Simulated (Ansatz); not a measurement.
**ZrBeB: strain energy, fitted**

ZrBeB, P-6m2, a = 3.395 Å, c = 3.451 Å. The structure is a Materials Project entry; whether it is the stable form wasn't checked. Ansatz: PBEsol, PAW, 420 eV, Γ-centred 15×15×12 mesh on 3 atoms, Gaussian smearing 0.10 eV; no spin polarisation. Series: uniaxial strain along c, with a, b and atoms relaxed; x is the strain in per cent. y is the free energy over the unstrained cell, V0 = 11.483 Å³/atom.

| x (%) | y (meV/atom) |
| --- | --- |
| -6.0 | ? |
| -4.0 | 17.31 |
| -2.0 | 4.28 |
| 0.0 | 0.00 |
| 2.0 | 4.08 |
| 4.0 | 15.86 |
| 6.0 | 34.53 |

**Question.** Fit y = c2 x² + c3 x³ to the other rows, turn c2 into a modulus, and predict the missing energy.

**Answer.** Least squares on the rows shown. y = 1.0345 x² − 0.012367 x³. In eV per unit strain² c2 is 10.34; this is Young's modulus along the axis (E = ½ Y V0 ε²): 2 × 10.34 × 160.2 / (11.483) = 289 GPa. At x = -6.0 the fit asked for gives 39.91 meV/atom. The run gave 37.94 meV/atom, so the fit is 1.97 meV/atom too high, 5.2 % of the span of the series, against an rms of 0.06 meV/atom on the fitted rows. The row lies outside the fitted range. With a term in x⁴ added, a fit to the same known rows predicts 39.42 meV/atom, which recovers part of the miss; the known rows don't hold the rest.